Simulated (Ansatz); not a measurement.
Zone-centre phonons of Al3Cu at 8 GPa: input and output

The calculation used DFT LDA, scalar-relativistic, plane waves, PAW (Ansatz).

Launched with:
```bash
ansatz run input.yaml --threads 1 --pin off --max-ram 3072MiB --backend cpu --events-out ev --progress --plain --runs-dir out
```

Input (bare energies are in eV):
```yaml
crystal:
  lattice:
    - [2.7010774873, 0.0, 0.0]
    - [0.0, 2.7010774873, 0.0]
    - [0.0, 0.0, 7.3312310892]
  atoms:
    - { symbol: Al, position: [0.0, 0.0, 0.5] }
    - { symbol: Al, position: [0.5, 0.5, 0.2231349892] }
    - { symbol: Al, position: [0.5, 0.5, 0.7768650108] }
    - { symbol: Cu, position: [0.0, 0.0, 0.0] }
basis:
  ecutwfc: 420
kpoints:
  mp_grid: { grid: [16, 16, 6] }
hamiltonian:
  xc: lda
scf:
  occupations: { method: fermi_dirac, width: 0.15 }
output:
  eigenvalues: true
phonons:
  method: dfpt
  eigenvectors: true
```

The end of the output:
```
--- Phonons (Γ-DFPT): 6 representative perturbations + reference, on 324 of 1536 k-points (Σ response iterations 21) ---
  k mesh reduced under 4 symmetry operations, with k and −k counted as one. Each operation leaves every solved displacement unchanged or reverses it
  ASR residual: 7.562e-4 → 0.000e0 eV/Å²; symmetrization residual: 7.019e-5 eV/Å²
  ASR residual per site (eV/Å²): 5.57e-6 8.29e-5 8.29e-5 7.56e-4
  Γ frequencies (cm⁻¹): 0.00 0.00 0.00 123.09 123.09 193.10 193.10 225.32 237.12 237.12 286.93 339.16
  non-analytic LO–TO correction: not included (Born effective charges unavailable; polar crystals: no LO–TO splitting at Γ)
```

Time: 3.9 min on 1 thread of AMD EPYC (Zen 3), with other jobs on the host, peak memory 1.3 GiB.

In a metal, frequencies and elastic constants depend on the k mesh and the smearing, soft modes and shear constants most. Other phases may be more stable at this pressure.